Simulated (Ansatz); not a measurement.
**Mg3ZnS4 (P4/mmm)**

Method: Ansatz 0.2.0, DFT PBE, scalar-relativistic, plane waves, PAW.

Cutoff 420 eV; k points 8×8×4 on the computed 8-atom cell (Γ-centred); Gaussian smearing, width 0.02 eV; no spin polarisation.

The structure is relaxed at this level of theory with its symmetry kept, and needn't be the ground state of this composition.

Space group P4/mmm (No. 123), tetragonal, a = 3.677 Å, c = 10.397 Å. Mg on a site of symmetry 4mm has 6 S at 2.57–2.63 Å; Mg on a site of symmetry 4/mmm has 6 S at 2.60–2.64 Å; Zn has 6 S at 2.56–2.60 Å; S on a site of symmetry 4/mmm has 2 Mg at 2.57 Å and 4 Zn at 2.60 Å; S on a site of symmetry 4mm has 1 Zn at 2.56 Å and 5 Mg at 2.60–2.64 Å; S on a second site of symmetry 4/mmm has 6 Mg at 2.60–2.63 Å.

* Volume per atom: 17.58 Å³
* Formation energy from the elements' standard states (uncorrected): -1.203 eV/atom
* Kohn–Sham band gap: 1.03 eV, indirect from X to M
* Orbital (Löwdin) character of the top 1 eV of the valence band: S 3p 95 %
* Orbital (Löwdin) character of the lowest 1 eV of the conduction band: Zn 4s 51 %, S 3p 20 %, Mg 3s 15 %, unprojected 10 %
* Electron masses at the edge by direction of the standard setting (m_e; one valley, along these axes only; no spin-orbit coupling): x: 0.36; y: 0.36; z: 0.25
* Hole masses at the edge by direction of the standard setting (m_e; one valley, along these axes only; no spin-orbit coupling): x: 0.20; y: 1.3; z: over 30
* Bader charge by site (e): Mg (2 in the cell) 1.67, Mg (1 in the cell) 1.67, Zn (1 in the cell) 0.96, S (1 in the cell) -1.21, S (2 in the cell) -1.54, S (1 in the cell) -1.67

The cell was found from a structure generator's guess, not taken from experiment. Kohn–Sham gaps at this level usually fall short of measured ones. Löwdin shares on free-atom orbitals overweight diffuse shells in the empty bands.
